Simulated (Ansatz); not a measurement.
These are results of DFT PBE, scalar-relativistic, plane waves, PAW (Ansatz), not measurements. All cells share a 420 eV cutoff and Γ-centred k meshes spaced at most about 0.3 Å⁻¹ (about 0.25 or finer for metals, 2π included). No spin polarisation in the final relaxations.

All energies are static (0 K, no zero-point motion).

Two forms of ScSbTe4 were relaxed alike.

A.

```cif
data_structure
_symmetry_space_group_name_H-M 'P-6m2'
_symmetry_Int_Tables_number 187
_cell_length_a 6.1243
_cell_length_b 6.1243
_cell_length_c 5.5123
_cell_angle_alpha 90.000
_cell_angle_beta 90.000
_cell_angle_gamma 120.000
_cell_volume 179.05
loop_
_atom_site_label
_atom_site_type_symbol
_atom_site_symmetry_multiplicity
_atom_site_Wyckoff_symbol
_atom_site_fract_x
_atom_site_fract_y
_atom_site_fract_z
_atom_site_occupancy
Sc1 Sc 1 e 0.66667 0.33333 0.00000 1
Sb1 Sb 1 a 0.00000 0.00000 0.00000 1
Te1 Te 1 c 0.33333 0.66667 0.00000 1
Te2 Te 3 k 0.50204 0.49796 0.50000 1
```

B.

```cif
data_structure
_symmetry_space_group_name_H-M 'F-43m'
_symmetry_Int_Tables_number 216
_cell_length_a 8.9000
_cell_length_b 8.9000
_cell_length_c 8.9000
_cell_angle_alpha 90.000
_cell_angle_beta 90.000
_cell_angle_gamma 90.000
_cell_volume 704.96
loop_
_atom_site_label
_atom_site_type_symbol
_atom_site_symmetry_multiplicity
_atom_site_Wyckoff_symbol
_atom_site_fract_x
_atom_site_fract_y
_atom_site_fract_z
_atom_site_occupancy
Sc1 Sc 4 d 0.25000 0.25000 0.75000 1
Sb1 Sb 4 a 0.00000 0.00000 0.00000 1
Te1 Te 16 e 0.62480 0.12480 0.87520 1
```

Question: Which would you expect to be lower, and how large is the difference?

Answer: A is lower, by 245 meV/atom. A has space group P-6m2 (No. 187), 29.8 Å³/atom and no gap on its mesh; B has space group F-43m (No. 216), 29.4 Å³/atom and no gap. Counting Sb or Te atoms around Sc (for each partner element, those within 1.25 times its shortest distance or 1.15 times the sum of covalent radii, where it is the nearest in units of that sum or under 1.3; the shortest distance is added where it is long for a bond), A has Sc 12 and B has Sc 16 from 3.7 Å. A holds Te–Te nets (shortest 3.02 Å); in B the shortest Te–Te distance is 3.14 Å, near bonding range too. Even the lower one lies +0.11 eV/atom against the reference forms of the elements (uncorrected), so neither is stable at this level. Both come from invented guesses. A third cell relaxed alike, in P4/mmm, lies 0.45 eV/atom below the lower of the two.

These runs have no spin–orbit coupling, which can matter for Sb and Te. Cells relaxed within their symmetry can be saddle points.
